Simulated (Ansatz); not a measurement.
NiSi (MnP type, space group Pnma)

```
CELL_PARAMETERS angstrom
      5.18983     0.00000     0.00000
      0.00000     3.35027     0.00000
      0.00000     0.00000     5.62355
ATOMIC_POSITIONS crystal
  Ni 0.50791 0.25000 0.68824
  Ni 0.00791 0.25000 0.81176
  Ni 0.49209 0.75000 0.31176
  Ni 0.99209 0.75000 0.18824
  Si 0.67925 0.25000 0.08277
  Si 0.17925 0.25000 0.41723
  Si 0.32075 0.75000 0.91723
  Si 0.82075 0.75000 0.58277
```

The slice is a (1 0 -1) plane (indices of the conventional cell) through the point (0.679, 0.250, 0.083) (fractional), spanned by u = [010] and v = [101] in vectors of this cell: u (3.35 Å) and v (7.65 Å, at 90° to u). It covers one period; positions are fractions (u, v).

These are PBE (plane waves to 420 eV, PAW, scalar-relativistic; Ansatz, a quantum-chemistry and plane-wave program) values and carry that method's errors. k mesh 9×14×8. Near the nuclei the fields are pseudised (PAW); where an atom keeps semicore shells as valence, they peak there. NiSi is run without spin polarisation. NiSi was relaxed with its symmetry unable to fall. The PAW data are Ansatz's earlier set.

Sketch the valence electron density on this plane as a map.


```
|345422454|
|665433456|
|655444455|
|666655666|
|876666667|
|976666667|
|765544556|
|553222235|
|553100135|
|664100146|
|665311356|
|565433456|
|555555555|
|445566554|
|234688643|
|224799742|
|444677644|
|566555566|
|356544565|
|136533563|
```
Scale: ten equal steps from -1.04 (start of '0') to -0.04 (end of '9'), in the order '0123456789'. Values: log₁₀ of the valence density in e/Å³. The map has 9 points along u (one character each, u = 0 at the left) and 20 along v (v = 0 in the bottom row). The scale is logarithmic, as a density can span decades between atoms and voids.
